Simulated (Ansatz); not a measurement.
W in space group Fd-3m (No. 227; W on 8a, W on 16d) at seven volumes, plane-wave PAW r²SCAN (Ansatz code), scaled uniformly. One row is withheld.

```json
[
 {"V (Å³/atom)": "15.043", "P (GPa)": "33.14"},
 {"V (Å³/atom)": "15.539", "P (GPa)": "20.32"},
 {"V (Å³/atom)": "16.035", "P (GPa)": "9.36"},
 {"V (Å³/atom)": "16.531", "P (GPa)": "0.00"},
 {"V (Å³/atom)": "17.027", "P (GPa)": "-8.01"},
 {"V (Å³/atom)": "17.523", "P (GPa)": "-14.88"},
 {"V (Å³/atom)": "18.019", "P (GPa)": "?"}
]
```

**Question.** Fit the shown pressures and predict the withheld one.

**Answer.** P = (3/2)B₀(x^(7/2) − x^(5/2))[1 + (3/4)(B′ − 4)(x − 1)] with x = (V₀/V)^(2/3). Least squares on the six rows gives V₀ = 16.531 Å³/atom, B₀ = 288 GPa, B′ = 4.18. At V = 18.019, x = 0.9442 and P = -20.74 GPa. The run itself gave -20.82 GPa.

The start of the workflow was typed in or built on a structure type; neither database checked (COD, Materials Project) lists it. It is not the phase usual at ambient conditions (space group No. 229). The cell was relaxed with r²SCAN under the symmetry of its start; whether a distortion lowers the energy is not shown. No spin polarisation was allowed. Spin–orbit coupling is left out wherever it is not named.

Potentials: the later of the program's two PAW sets.
